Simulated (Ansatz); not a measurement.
Sb (A7 type, space group R-3m)

```yaml
crystal:
  lattice:
    - [2.16078, 1.24753, 3.67966]
    - [-2.16078, 1.24753, 3.67966]
    - [0.00000, -2.49506, 3.67966]
  atoms:
    - { symbol: Sb, position: [0.23639, 0.23639, 0.23639] }
    - { symbol: Sb, position: [0.76361, 0.76361, 0.76361] }
```

The slice is a (0001) plane (indices of the conventional cell) through the point (0.764, 0.764, 0.764) (fractional), spanned by u = [1 0 -1] and v = [-1 2 -1] in vectors of this cell: u (4.32 Å) and v (7.49 Å, at 90° to u). It covers one period; positions are fractions (u, v).

Computed with PBE-D3(BJ) (plane waves to 420 eV, PAW, scalar-relativistic; Ansatz, a program for electronic structure). k mesh 13×13×13. Near the nuclei the fields are pseudised (PAW); where an atom keeps semicore shells as valence, they peak there. Sb was relaxed with its symmetry unable to fall. Spin-orbit coupling is left out, though Sb is heavy. The PAW data are Ansatz's earlier set.

### Question
Sketch the valence electron density on this plane as a map.

### Answer
```
|99997755332211000000112233557799|
|88776644332211000000112233446677|
|55554433221100000000001122334455|
|44333322111100000000001111223333|
|33222222110000000000000011222222|
|22221111110000000000000011111122|
|11111111110000000000000011111111|
|11111111111111111111111111111111|
|11111111112222222222222211111111|
|11111122222233333333332222221111|
|11112222333344555555443333222211|
|11112222334466778877664433222211|
|11112222335577999999775533222211|
|11111122335588999999885533221111|
|00001122335577999999775533221100|
|00001122334466778877664433221100|
|00000011223344555555443322110000|
|00000011112233334433332211110000|
|00000000112222223322222211000000|
|00000000111111222222111111000000|
|00000000111111111111111111000000|
|11111111111111111111111111111111|
|22222222111111111111111111222222|
|33333322222211111111112222223333|
|55554433332222111111222233334455|
|88776644332222111111222233446677|
|99997755332222111111222233557799|
|99998855332211111111112233558899|
```
Scale: ten equal steps from -1.42 (start of '0') to 1.20 (end of '9'), in the order '0123456789'. Values: log₁₀ of the valence density in e/Å³. The map has 16 points along u (two characters each, u = 0 at the left) and 28 along v (v = 0 in the bottom row). The scale is logarithmic, as a density can span decades between atoms and voids.
